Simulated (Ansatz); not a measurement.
Property card for MoS₂

MoS2:
```yaml
crystal:
  lattice:
    - [1.59258, 0.91948, 7.43078]
    - [-1.59258, 0.91948, 7.43078]
    - [0.00000, -1.83895, 7.43078]
  atoms:
    - { symbol: Mo, position: [0.99978, 0.99978, 0.99978] }
    - { symbol: S, position: [0.40321, 0.40321, 0.40321] }
    - { symbol: S, position: [0.26302, 0.26302, 0.26302] }
```

Space group R3m (No. 160); conventional cell a = b = 3.1852 Å, c = 22.2923 Å, α = β = 90.00°, γ = 120.00°.

Method: PBE (plane waves, PAW; program Ansatz). The cell and atoms are relaxed at this level. Other levels are named where they apply.

Cell and energy:

```yaml
volume_per_atom: 21.76 Å³
density: 4.07 g/cm³
Formation energy from the elements (no fitted shifts): -0.89 eV/atom
```

Electronic structure:

```yaml
band_gap: 1.45 eV (indirect)
valence_band_maximum: at T
conduction_band_minimum: off the standard path, at k = (-0.042, 0.292, -0.375) in fractions of the reciprocal vectors
smallest_direct_gap_on_the_standard_path: 1.67 eV
```

The cell was relaxed with PBE under the symmetry of its start. The run is not spin-polarised. A crystal of weakly bound layers computed without a dispersion correction: the cell and the soft elastic constants depend strongly on that. The references are the lowest solids computed at this level, not always the standard phases. Scalar-relativistic: spin–orbit coupling is off unless named, which matters more the heavier the elements.

Potentials: the earlier of the program's two PAW sets.
